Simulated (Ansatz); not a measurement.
Relaxed-ion elastic tensor of Pb$_{4}$Se$_{3}$S in space group P4/mmm (No. 123; Pearson symbol tP8) in GPa (Voigt order), LDA (plane waves, PAW; program Ansatz); density 8.46 g/cm³, 26.94 Å³ per atom.

|  | 1 | 2 | 3 | 4 | 5 | 6 |
|---|---|---|---|---|---|---|
| 1 | 101 | 64.7 | 13.1 | 0.0 | 0.0 | 0.0 |
| 2 | 64.7 | 101 | 13.1 | 0.0 | 0.0 | 0.0 |
| 3 | 13.1 | 13.1 | 153 | 0.0 | 0.0 | 0.0 |
| 4 | 0.0 | 0.0 | 0.0 | 18.1 | 0.0 | 0.0 |
| 5 | 0.0 | 0.0 | 0.0 | 0.0 | 18.1 | 0.0 |
| 6 | 0.0 | 0.0 | 0.0 | 0.0 | 0.0 | 70.0 |

Task: Is the crystal mechanically stable?

Result: Yes: the smallest eigenvalue of C is 18.1 GPa.

Task: Work out the Voigt, Reuss and Hill averages.

Result: K_V = 59.7, K_R = 59.7, K_H = 59.7; G_V = 38.9, G_R = 25.7, G_H = 32.3 GPa.

Task: Give Young's modulus, Poisson's ratio, Pugh's ratio and the universal anisotropy index.

Result: E = 9KG/(3K + G) = 82.1 GPa; ν = 0.27; K/G = 1.85 (near the Pugh limit of 1.75, no verdict); A_U = 5G_V/G_R + K_V/K_R − 6 = 2.55.

Task: Estimate the sound speeds and the Debye temperature.

Result: v_l = √((K + 4G/3)/ρ) = 3480 m/s, v_t = √(G/ρ) = 1950 m/s, mean 2170 m/s; Θ = (h/k)(3n/4πV)^(1/3) v_m = 216 K.

Task: Solve the Christoffel equation for the three sound speeds along x, y, z.

Result: Eigenvalues of C_ijkl n_j n_l equal ρv². In km/s, slowest first: x 1.46, 2.88, 3.46; y 1.46, 2.88, 3.46; z 1.46, 1.46, 4.26.

Task: How much does each axis shrink under pressure?

Result: Linear compressibilities β_i = Σ_j S_ij (j = 1 to 3): x 5.6, y 5.6, z 5.6 per TPa.

The first step of the workflow began from a Materials Project structure, measured or hypothetical; the Crystallography Open Database copy checked does not list it. With Se and S taken as one species the cell has the higher symmetry Fm-3m, so it may be an ordered model of a mixed-site phase. Whether it is the stable phase at ambient conditions was not checked. The LDA relaxation kept the symmetry of its start; of distortions, only those at the zone centre were tested. As this level gives no gap, shear constants depend on the k-mesh and smearing (Fermi–Dirac, 0.1 eV here). Scalar-relativistic: spin–orbit coupling is off unless named, which matters more the heavier the elements.

Potentials: the later of the program's two PAW sets.
